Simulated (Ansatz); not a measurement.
Ansatz input file:

```yaml
crystal:
  lattice:
    - [-2.0285250503, 2.0285250503, 6.45868598]
    - [2.0285250503, -2.0285250503, 6.45868598]
    - [2.0285250503, 2.0285250503, -6.45868598]
  atoms:
    - { symbol: Ba, position: [0.0, 0.0, 0.0] }
    - { symbol: As, position: [0.3576706153, 0.3576706153, 0.0] }
    - { symbol: As, position: [0.6423293847, 0.6423293847, 0.0] }
    - { symbol: Rh, position: [0.75, 0.25, 0.5] }
    - { symbol: Rh, position: [0.25, 0.75, 0.5] }
basis:
  ecutwfc: 420
kpoints:
  mp_grid: { grid: [12, 12, 12] }
hamiltonian:
  xc: pbesol
scf:
  occupations: { method: gaussian, width: 0.1 }
output:
  forces: true
  stress: true
  eigenvalues: true
relax:
  adjacent_minimum: "off"
  f_tol: 0.01
  max_steps: 30
  cell: { stress_tol: 0.1, fix: [volume] }
```

Launched with
```bash
ansatz run input.yaml --threads 2 --pin off --max-ram 5120MiB --backend cpu --events-out ev --progress --plain --runs-dir out
```

Level of theory: DFT PBEsol, scalar-relativistic, plane waves, PAW (Ansatz 0.2.0).

From the run's log, abridged:

```
Pseudopotentials: kind: paw
Pseudopotential: Ba, paw, valence charge 10, recommended cutoff 420 eV (normal)
Pseudopotential: As, paw, valence charge 15, recommended cutoff 420 eV (normal)
Pseudopotential: Rh, paw, valence charge 17, recommended cutoff 420 eV (normal)
Functional definition: PBEsol
Crystal: 5 atoms, lattice volume = 106.308 Å³
Basis set: ecut = 420 eV, 2113 PW (Γ), FFT grids on a1+a3, a2+a3, a3, exchange–correlation on 60×60×96 points (8 copies of the dense FFT grid, shifted against one another)
Bands: 45, of which v1, the nominal top of the filled ones, is band 37 counted from 1 (36 counted from 0)
Symmetry: 16 space group operations
Space group: I4/mmm (ITA 139), of the structure as read, at distance tolerance 4.7e-5 Å
k-points: 163 of 1728
Initial density: superposition of atomic densities (neutral atoms: chi_scale 0, normalization atom), corrected by the library's trained network
Initial wavefunctions: pseudopotential atomic-orbital guess
Functional: x = pbesol(κ = 0.804, μ = 0.12345679), c = pbesol(β = 0.046)
SCF iter   1: F=—  HF=-28170.361483 eV  |F-HF|=—  |Δ(HF+E_count)|=         —  Δρ=7.42e-3  dr2=7.24e-2  ethr=1.77e-3  ⟨swp⟩=8.2  Hψ=30839  notcnv=0  defer=19
SCF iter   2: F=—  HF=-28170.351429 eV  |F-HF|=—  |Δ(HF+E_count)|=   1.01e-2  Δρ=3.21e-3  dr2=1.73e-2  ethr=9.79e-5  ⟨swp⟩=2.1  Hψ=9447  notcnv=0  defer=27
SCF iter   3: F=—  HF=-28170.349193 eV  |F-HF|=—  |Δ(HF+E_count)|=   2.24e-3  Δρ=7.91e-4  dr2=3.52e-4  ethr=2.34e-5  ⟨swp⟩=2.0  Hψ=9747  notcnv=0  defer=27
SCF iter   4: F=—  HF=-28170.349159 eV  |F-HF|=—  |Δ(HF+E_count)|=   3.40e-5  Δρ=2.40e-4  dr2=1.09e-4  ethr=4.75e-7  ⟨swp⟩=2.0  Hψ=12928  notcnv=0  defer=27
SCF iter   5: F=—  HF=-28170.349146 eV  |F-HF|=—  |Δ(HF+E_count)|=   1.34e-5  Δρ=1.03e-4  dr2=2.35e-5  ethr=1.47e-7  ⟨swp⟩=2.0  Hψ=9094  notcnv=0  defer=27
SCF iter   6: F=—  HF=-28170.349146 eV  |F-HF|=—  |Δ(HF+E_count)|=   3.32e-7  Δρ=3.46e-5  dr2=1.32e-6  ethr=3.17e-8  ⟨swp⟩=2.0  Hψ=11833  notcnv=0  defer=27
SCF iter   7: F=-28170.349146 eV  HF=-28170.349146 eV  |F-HF|=8.71e-9  |Δ(HF+E_count)|=   1.14e-7  Δρ=6.94e-6  dr2=6.95e-8  ethr=1.35e-10  ⟨swp⟩=8.9  Hψ=38539  notcnv=0
SCF 1 converged in 7 iterations: F = -28170.349146 eV  dr2 = 6.95e-8
relax step   1: F+E_penalty+E_count = -28170.34914598 eV  Δ(F+E_penalty+E_count) = +0.000e0 eV  max|allowed force component| = 3.520e-1 eV/Å  Δτ_max = 0.0000 Å  P = -3.271 GPa  Ω = 106.308 Å³  fix = [volume]  reactions: volume -3.271 GPa (7 SCF iters, dr2 threshold 1.00e-7 eV, accepted)
Basis set: ecut = 420 eV, 2081 PW (Γ), FFT grids on a1+a3, a2+a3, a3, exchange–correlation on 60×60×96 points (8 copies of the dense FFT grid, shifted against one another)
Initial density: handed on by an earlier stage of this run
Initial wavefunctions: those handed on with the density
SCF iter   1: F=—  HF=-28170.358697 eV  |F-HF|=—  |Δ(HF+E_count)|=         —  Δρ=1.74e-3  dr2=1.77e-3  ethr=2.85e-6  ⟨swp⟩=2.3  Hψ=35304  notcnv=0
SCF iter   2: F=—  HF=-28170.358444 eV  |F-HF|=—  |Δ(HF+E_count)|=   2.53e-4  Δρ=9.75e-4  dr2=6.76e-4  ethr=2.40e-6  ⟨swp⟩=1.2  Hψ=7367  notcnv=0
SCF iter   3: F=—  HF=-28170.358277 eV  |F-HF|=—  |Δ(HF+E_count)|=   1.67e-4  Δρ=1.44e-4  dr2=4.97e-5  ethr=9.14e-7  ⟨swp⟩=2.0  Hψ=12256  notcnv=0
SCF iter   4: F=—  HF=-28170.358257 eV  |F-HF|=—  |Δ(HF+E_count)|=   1.98e-5  Δρ=1.00e-4  dr2=1.70e-5  ethr=6.72e-8  ⟨swp⟩=2.0  Hψ=13009  notcnv=0
SCF iter   5: F=—  HF=-28170.358253 eV  |F-HF|=—  |Δ(HF+E_count)|=   3.87e-6  Δρ=2.61e-5  dr2=1.23e-6  ethr=2.29e-8  ⟨swp⟩=2.0  Hψ=10148  notcnv=0
SCF iter   6: F=-28170.358253 eV  HF=-28170.358253 eV  |F-HF|=5.00e-8  |Δ(HF+E_count)|=   1.20e-7  Δρ=8.24e-6  dr2=9.39e-8  ethr=6.76e-10  ⟨swp⟩=7.0  Hψ=34121  notcnv=0
SCF 2 converged in 6 iterations: F = -28170.358253 eV  dr2 = 9.39e-8
relax step   2: F+E_penalty+E_count = -28170.35825278 eV  Δ(F+E_penalty+E_count) = -9.107e-3 eV  max|allowed force component| = 8.678e-2 eV/Å  Δτ_max = 0.0312 Å  P = -2.090 GPa  Ω = 106.308 Å³  energy of the carried Pulay correction = +7.596e-18 eV  fix = [volume]  reactions: volume -2.090 GPa (6 SCF iters, dr2 threshold 5.00e-7 eV, accepted)
SCF iter   1: F=—  HF=-28170.358801 eV  |F-HF|=—  |Δ(HF+E_count)|=         —  Δρ=3.95e-4  dr2=6.76e-5  ethr=8.86e-8  ⟨swp⟩=2.6  Hψ=33521  notcnv=0
SCF iter   2: F=—  HF=-28170.358795 eV  |F-HF|=—  |Δ(HF+E_count)|=   5.60e-6  Δρ=2.09e-4  dr2=2.20e-5  ethr=8.86e-8  ⟨swp⟩=1.5  Hψ=7440  notcnv=0
SCF iter   3: F=—  HF=-28170.358790 eV  |F-HF|=—  |Δ(HF+E_count)|=   4.76e-6  Δρ=2.50e-5  dr2=1.19e-6  ethr=2.97e-8  ⟨swp⟩=2.3  Hψ=12345  notcnv=0
SCF iter   4: F=-28170.358790 eV  HF=-28170.358790 eV  |F-HF|=1.85e-7  |Δ(HF+E_count)|=   4.58e-7  Δρ=1.52e-5  dr2=3.29e-7  ethr=1.61e-9  ⟨swp⟩=2.0  Hψ=12166  notcnv=0
SCF iter   5: F=-28170.358790 eV  HF=-28170.358790 eV  |F-HF|=2.09e-8  |Δ(HF+E_count)|=   5.52e-8  Δρ=4.21e-6  dr2=3.45e-8  ethr=4.45e-10  ⟨swp⟩=2.4  Hψ=12769  notcnv=0
SCF iter   6: F=-28170.358790 eV  HF=-28170.358790 eV  |F-HF|=3.17e-9  |Δ(HF+E_count)|=   5.07e-9  Δρ=1.26e-6  dr2=4.44e-9  ethr=4.66e-11  ⟨swp⟩=2.5  Hψ=22986  notcnv=0
SCF 3 converged in 6 iterations: F = -28170.358790 eV  dr2 = 4.44e-9
relax step   3: F+E_penalty+E_count = -28170.35878986 eV  Δ(F+E_penalty+E_count) = -5.371e-4 eV  max|allowed force component| = 8.357e-4 eV/Å  Δτ_max = 0.0057 Å  P = -2.300 GPa  Ω = 106.308 Å³  energy of the carried Pulay correction = -3.798e-18 eV  fix = [volume]  reactions: volume -2.300 GPa (6 SCF iters, dr2 threshold 4.71e-7 eV, accepted)
Initial wavefunctions: pseudopotential atomic-orbital guess (no wavefunctions were taken with the density)
SCF iter   1: F=—  HF=-28170.358769 eV  |F-HF|=—  |Δ(HF+E_count)|=         —  Δρ=5.14e-5  dr2=6.84e-8  ethr=2.19e-6  ⟨swp⟩=3.0  Hψ=46314  notcnv=0
SCF iter   2: F=—  HF=-28170.358777 eV  |F-HF|=—  |Δ(HF+E_count)|=   8.18e-6  Δρ=2.61e-5  dr2=1.86e-8  ethr=9.24e-11  ⟨swp⟩=4.0  Hψ=19885  notcnv=0
SCF iter   3: F=—  HF=-28170.358778 eV  |F-HF|=—  |Δ(HF+E_count)|=   1.27e-6  Δρ=2.46e-6  dr2=7.80e-10  ethr=2.52e-11  ⟨swp⟩=2.0  Hψ=9524  notcnv=0
SCF iter   4: F=—  HF=-28170.358778 eV  |F-HF|=—  |Δ(HF+E_count)|=   1.01e-8  Δρ=4.00e-7  dr2=2.59e-10  ethr=1.05e-12  ⟨swp⟩=2.3  Hψ=12850  notcnv=0
SCF iter   5: F=-28170.358778 eV  HF=-28170.358778 eV  |F-HF|=6.91e-11  |Δ(HF+E_count)|=  4.73e-11  Δρ=1.67e-7  dr2=9.14e-11  ethr=1.00e-12  ⟨swp⟩=1.1  Hψ=7358  notcnv=0
SCF iter   6: F=-28170.358778 eV  HF=-28170.358778 eV  |F-HF|=1.46e-11  |Δ(HF+E_count)|=  3.64e-12  Δρ=7.81e-8  dr2=9.13e-12  ethr=1.00e-12  ⟨swp⟩=1.1  Hψ=7358  notcnv=0
SCF iter   7: F=-28170.358778 eV  HF=-28170.358778 eV  |F-HF|=0.00e0  |Δ(HF+E_count)|=  7.28e-12  Δρ=5.97e-8  dr2=1.58e-12  ethr=1.00e-12  ⟨swp⟩=1.1  Hψ=7345  notcnv=0
SCF iter   8: F=-28170.358778 eV  HF=-28170.358778 eV  |F-HF|=7.28e-12  |Δ(HF+E_count)|=  3.64e-12  Δρ=1.16e-8  dr2=9.19e-14  ethr=1.00e-12  ⟨swp⟩=1.1  Hψ=7355  notcnv=0
SCF iter   9: F=-28170.358778 eV  HF=-28170.358778 eV  |F-HF|=7.28e-12  |Δ(HF+E_count)|=  3.64e-12  Δρ=1.65e-9  dr2=2.92e-15  ethr=1.00e-12  ⟨swp⟩=3.0  Hψ=18612  notcnv=0
SCF 4 converged in 9 iterations: F = -28170.358778 eV  dr2 = 2.92e-15
SCF converged after 9 iterations
Free energy (F): -28170.358778 eV
Harris-Foulkes:  -28170.358778 eV  (|F-HF|=7.28e-12)
Internal energy: -28170.343476 eV  (E = F + TS)
E sigma→0 (E₀):  -28170.351127 eV
Entropy (-TS):   -0.015303 eV (-3.061 meV/atom)
Fermi energy:    13.909399 eV
--- Per-component energies (eV) ---
  E_band       = -837.674556
  E_kinetic    = 1527.889384
  E_local      = -10239.819272  (includes V_loc(G=0)·N_el)
  E_nonlocal   = -560.723794
  E_hartree    = 4706.306812
  E_xc         = -767.302708
  E_vxc        = -852.625288  (∫ρ·V_xc dr)
  E_paw        = -15778.441530  (= ΣΔE_a)
  E_vpaw       = -125.010856  (= ΣTr[D̂ρ^β])
  E_aug_tail   = 0.001646  (compensation charges beyond the density's cutoff)
  E_ewald      = -7060.890703
  E_core_change = 2.636690  (= ΣΔE_core)
  E_smearing   = -0.015303  (= −TS)
--- Forces (eV/Å), atoms counted from 1 ---
  atom   1  Ba     0.00000000     0.00000000     0.00000000
  atom   2  As     0.00000000     0.00000000     0.00083811
  atom   3  As     0.00000000     0.00000000    -0.00083811
  atom   4  Rh     0.00000000     0.00000000     0.00000000
  atom   5  Rh     0.00000000     0.00000000     0.00000000
--- Stress (GPa, compression-positive) ---
       -2.316724       0.000000       0.000000
        0.000000      -2.316724       0.000000
        0.000000       0.000000      -2.263492
  P = ⅓ Tr σ = -2.2990 GPa (-22.990 kbar)
--- Band table (eV; the first three rows and the last of 163) ---
  k-point 0: bands = ["-64.9032", "-64.8679", "-32.9851", "-32.9851", "-32.7890", "-32.7890", "-32.7754", "-32.7302", "-22.1297", "-22.1252", "-22.1202", "-22.1196", "-22.1196", "-22.1192", "-22.1174", "-22.1174", "-22.1040", "-22.1021", "-14.2173", "0.2348", "0.7645", "0.7645", "1.2947", "2.7333", "7.8218", "8.8146", "8.8146", "8.8268", "9.1606", "10.5249", "10.5249", "11.6777", "11.6926", "12.6313", "13.0185", "13.0185", "13.7833", "14.0740", "15.8197", "15.8343", "16.1145", "16.1145", "17.6290", "18.6435", "18.6902"]
  k-point 1: bands = ["-64.9020", "-64.8690", "-32.9868", "-32.9708", "-32.8041", "-32.7877", "-32.7738", "-32.7316", "-22.1295", "-22.1253", "-22.1202", "-22.1198", "-22.1196", "-22.1193", "-22.1177", "-22.1175", "-22.1039", "-22.1021", "-14.2102", "0.2735", "0.5935", "0.7226", "1.5090", "2.7045", "7.9737", "8.6591", "8.8760", "8.8975", "9.2939", "10.3187", "10.5525", "11.6626", "11.7160", "12.4996", "12.7048", "12.8326", "13.9123", "14.0994", "15.2390", "15.9237", "16.2640", "16.4313", "17.8033", "18.2947", "18.8770"]
  k-point 2: bands = ["-64.8987", "-64.8722", "-32.9916", "-32.9318", "-32.8451", "-32.7842", "-32.7695", "-32.7355", "-22.1290", "-22.1255", "-22.1206", "-22.1199", "-22.1197", "-22.1195", "-22.1185", "-22.1179", "-22.1038", "-22.1020", "-14.1909", "0.3569", "0.3767", "0.6107", "1.8660", "2.6356", "8.1888", "8.5429", "9.0563", "9.1339", "9.5946", "9.7646", "10.5444", "11.5562", "11.7207", "12.1810", "12.1826", "12.4420", "14.0545", "14.1149", "14.5944", "15.8498", "16.6603", "16.7281", "17.8568", "18.0885", "18.6878"]
  k-point 162: bands = ["-64.9032", "-64.8679", "-32.9851", "-32.9851", "-32.7890", "-32.7890", "-32.7754", "-32.7302", "-22.1297", "-22.1251", "-22.1201", "-22.1193", "-22.1193", "-22.1192", "-22.1178", "-22.1178", "-22.1034", "-22.1027", "-14.2167", "-0.0191", "0.7677", "0.7677", "2.1358", "2.1579", "7.9215", "8.6517", "8.7034", "8.7034", "9.1616", "10.5833", "10.5833", "11.4934", "12.6340", "12.6625", "13.1319", "13.3426", "13.3426", "13.7833", "14.7336", "15.9182", "15.9182", "17.3329", "18.0643", "18.2217", "18.6101"]
--- Relaxed structure (3 steps of the walk, 3 accepted, 1 SCFs on fresh bases) ---
  F+E_penalty+E_count = -28170.35877819 eV   max|allowed force component| = 8.381e-4 eV/Å   (the final SCF, on the basis selected at the relaxed cell)
  cell:  # Å, volume = 106.3077 Å³
    - [-2.02306725, 2.02306725, 6.49358121]
    - [2.02306725, -2.02306725, 6.49358121]
    - [2.02306725, 2.02306725, -6.49358121]
  atoms:
    - { symbol: Ba, position: [0.0, 0.0, 0.0] }
    - { symbol: As, position: [0.35570139, 0.35570139, 0.0] }
    - { symbol: As, position: [0.64429860, 0.64429860, 0.0] }
    - { symbol: Rh, position: [0.75, 0.24999999, 0.5] }
    - { symbol: Rh, position: [0.24999999, 0.75, 0.5] }
```

The relaxation met its thresholds.

The run took 65 s on 2 threads of Intel(R) Xeon(R) Platinum 8488C (Sapphire Rapids), with other jobs on the host, peak memory 0.9 GiB.